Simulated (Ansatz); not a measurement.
GaNi (Pm-3m): total moment held at 0.6 μB

All numbers below come from DFT, r2SCAN, all-electron PAW with datasets made for the crystal, scalar-relativistic in Ansatz.

Command: `ansatz run input.yaml --threads 1 --pin off --max-ram 3072MiB --backend cpu --events-out ev --progress --plain --runs-dir out`

```yaml
crystal:
  lattice:
    - [2.886, 0.0, 0.0]
    - [0.0, 2.886, 0.0]
    - [0.0, 0.0, 2.886]
  atoms:
    - { symbol: Ga, position: [0.0, 0.0, 0.0] }
    - { symbol: Ni, position: [0.5, 0.5, 0.5], spin: 0.6 }
magnetization:
  spin_polarized: true
  initial_magnetization: 0.6
  spin_locking: { lock_magnetization: hard }
kpoints:
  mp_grid: { grid: [11, 11, 11] }
scf:
  occupations: { method: fermi_dirac, width: 0.05 }
  lower_state_search: "off"
hamiltonian:
  xc: r2scan
  pseudopotentials: { kind: all_electron, datasets: crystal }
output:
  forces: true
  stress: true
  eigenvalues: false
```

Log:

```
Warning: This run holds its total moment fixed (magnetization.spin_locking.lock_magnetization: hard) and mixes its density by anderson or broyden (scf.mixing.algorithm, typed or taken by auto). Slabs with a fixed moment have converged under broyden above another state at the same moment, at the default mixing steps and at smaller ones, and under scf.lower_state_search: standard, light or off a sta …
settings of this run that can trade accuracy for cost: output.eigenvalues: false. Do not mix this run's numbers with those of runs without the same settings; the input reference describes each key
hamiltonian.pseudopotentials.datasets: crystal makes datasets for this crystal and solves the spheres of its atoms anew in each pass: cutoff 320.0 eV, the density's 2240.0 eV; for an error of 0.50 meV an atom under PBE, 1.0 meV for the cell; an energy difference from a run of another recipe may be off by several times the error for the cell, under r2SCAN by more, where some 0.1 meV an atom stays a …
Engine: ansatz 0.2.0
Pseudopotentials: kind: all_electron
Pseudopotential: Ga, paw, valence charge 13, recommended cutoff 320 eV (normal), crystal/all_electron/r2scan/scalar/gaussian/Ga, Koelling and Harmon's equation, gaussian nucleus
Pseudopotential: Ni, paw, valence charge 18, recommended cutoff 320 eV (normal), crystal/all_electron/r2scan/scalar/gaussian/Ni, Koelling and Harmon's equation, gaussian nucleus
Functional definition: r2SCAN
  parameter k0 = 0.174
  parameter k1 = 0.065
  parameter a1 = 4.9479
  exchange = r2scan_x(k0 = k0, k1 = k1, a1 = a1)
  correlation = r2scan_c
Crystal: 2 atoms, lattice volume = 24.037 Å³
Basis set: ecut = 320 eV, 305 PW (Γ), exchange–correlation on 72×72×72 points (27 copies of the dense FFT grid, shifted against one another)
Bands: 20, of which v1, the nominal top of the filled ones, is band 16 counted from 1 (15 counted from 0)
Symmetry: 48 space group operations
Space group: Pm-3m (ITA 221), of the structure as read, at distance tolerance 2.9e-5 Å
Magnetic group: BNS 221.92 (UNI 1594), of the structure as read, at distance tolerance 2.9e-5 Å
k-points: 56 of 1331
Non-local potential: Ga, projectors of the file, l = 0: 1, l = 1: 1, l = 2: 2
Non-local potential: Ni, projectors of the file, l = 0: 3, l = 1: 3, l = 2: 2
PAW form: soft (Blöchl's): semilocal exchange-correlation on the pseudo side does not see the compensation charge
PAW one-centre angular grid: Ga, 590 points (default); XC on its mesh's 1883 points in the sphere
PAW one-centre angular grid: Ni, 590 points (default); XC on its mesh's 1901 points in the sphere
Initial density: superposition of atomic densities (chi_scale 0.1, normalization cell)
Starting moments: Σ|m| = 0.6 μB on 1 of 2 sites
Initial wavefunctions: pseudopotential atomic-orbital guess
Functional: x = r2scan, c = r2scan; τ floored in thin density (d = 2e-4 eV/Å³)
iter 1 solved again at ethr=1.22e-2 eV; its pass at ethr=1.00e-1 eV (dr2=3.78e0 eV) is discarded
SCF iter   1: F=—  HF=-94299.751151 eV  |F-HF|=—  |Δ(HF+E_count)|=         —  Δρ=6.90e-2 (↑6.54e-2 ↓6.90e-2)  dr2=3.85e0  dr2_τ=2.49e-3  dr2_m=3.36e-3  M=0.600 μB ∫|m|=0.604 μB  β_m=1.20  ethr=1.22e-2  ⟨swp⟩=2.0  Hψ=10884  notcnv=0
preconditioner: auto → none  [metal: Δε(μ)=0.017 eV  Ē_g=15.069 eV  σ=0.050 eV  W_gap=0.08  n_scr=6 (ndim 8)  ℏωp=36.3 eV  f_vac=0.000  D(μ)=1.68/eV (n_scr^D=18)  sad-step TF]
[...]
SCF iter  13: F=—  HF=-94299.135420 eV  |F-HF|=—  |Δ(HF+E_count)|=   5.39e-7  Δρ=8.95e-6 (↑8.14e-6 ↓8.95e-6)  dr2=3.34e-8  dr2_τ=1.83e-11  dr2_m=8.19e-10  M=0.600 μB ∫|m|=0.607 μB  β_m=1.20  ethr=7.97e-10  ⟨swp⟩=3.0  Hψ=4416  notcnv=0  κ⁻¹=3.1e-8(r=8)
SCF iter  14: F=—  HF=-94299.135422 eV  |F-HF|=—  |Δ(HF+E_count)|=   1.73e-6  Δρ=5.82e-6 (↑5.82e-6 ↓5.60e-6)  dr2=1.45e-9  dr2_τ=1.57e-9  dr2_m=5.11e-9  M=0.600 μB ∫|m|=0.607 μB  β_m=1.20  ethr=1.08e-10  ⟨swp⟩=3.0  Hψ=5636  notcnv=0  κ⁻¹=3.1e-8(r=8)
SCF iter  15: F=-94299.135422 eV  HF=-94299.135422 eV  |F-HF|=3.81e-8  |Δ(HF+E_count)|=   6.29e-8  Δρ=3.25e-6 (↑3.25e-6 ↓3.15e-6)  dr2=2.91e-9  dr2_τ=1.48e-12  dr2_m=3.70e-11  M=0.600 μB ∫|m|=0.607 μB  ethr=4.67e-12  ⟨swp⟩=4.0  Hψ=5622  notcnv=0
SCF 1 converged in 15 iterations: F = -94299.135421 eV  dr2 = 2.91e-9
[...]
Spin contamination: 0.0141 ħ² per cell (⟨S²⟩ above its minimum at these occupations)
Per-site moments (μB) at R_I (Å): [(0.05105495166712854, 1.0309815925702797), (0.491204845478962, 1.0309815925702797)]
Free energy (F): -94299.135421 eV
Harris-Foulkes:  -94299.135421 eV  (|F-HF|=3.81e-8)
Internal energy: -94299.125172 eV  (E = F + TS)
E sigma→0 (E₀):  -94299.130297 eV
Entropy (-TS):   -0.010249 eV (-5.125 meV/atom)
Past the cutoff: the bands carry plane waves up to 2.50 times it, of which those up to 1.5 times it add -0.001076 eV an atom, each by itself; the spheres take 0.000724 eV an atom off the energy for waves past 2.50 times it
Past the cutoffs: a stress includes 0.0051 GPa for waves and charges beyond them, in addition to the slope of what the spheres take
In the spheres:  the bands' charges fall short by 1.9e-6 e at most (sound up to 1e-3)
Fermi energy:    18.467625 (↑ 18.914933, ↓ 18.020316) eV
--- Per-component energies (eV) ---
  E_band       = -245.429310
  E_kinetic    = 197.847098
  E_local      = -2698.355330  (includes V_loc(G=0)·N_el)
  E_nonlocal   = -1263.616036
  E_hartree    = 1439.934094
  E_xc         = -72.241973
  E_vxc        = -103.607994  (∫ρ·V_xc dr)
  E_paw        = -97378.390449  (= ΣΔE_a)
  E_vpaw       = -9166.518836  (= ΣTr[D̂ρ^β])
  E_vtau       = 7.354717  (kinetic-family band-sum trace: ∫τ·v_τ [+ j·A + Jᵃ·Aᵃ] dr)
  E_ewald      = -4425.904401
  E_smearing   = -0.010249  (= −TS)
  E_closure    = 9901.601825  (closes the sum)
  Σ components = -94299.135421   (vs F -94299.135421, Δ=0.00e0)
  The terms above E_closure are by the made datasets' own strengths, without shells solved beside the bands.
--- Forces (eV/Å), atoms counted from 1 ---
  atom   1  Ga    -0.00000000    -0.00000000    -0.00000000
  atom   2  Ni     0.00000000     0.00000000     0.00000000
  max |Σ_I F_I| component: 1.67e-29 eV/Å
--- Stress (GPa, compression-positive) ---
        0.209239       0.000000       0.000000
        0.000000       0.209239       0.000000
        0.000000       0.000000       0.209239
  P = ⅓ Tr σ = 0.2092 GPa (2.092 kbar)
settings of this run that can trade accuracy for cost: output.eigenvalues: false. Do not mix this run's numbers with those of runs without the same settings; the input reference describes each key
```

Site moments (μB): Ga1 0.05, Ni2 0.49. Cell moment 0.60 μB.

The magnetic group in the log treats spin as a scalar label, without spin–orbit coupling.

The Ansatz runs typed with the search for lower states off end where their start leads. r²SCAN is known to give itinerant transition metals moments and polarisation energies that are too large. None of this fixes the real material's magnetic order: only patterns that fit the cell were computed, at zero temperature, with a functional that can overstate moments.

It took 28 s on 1 thread of Arm Neoverse V1 (shared host), peak memory 0.76 GiB.
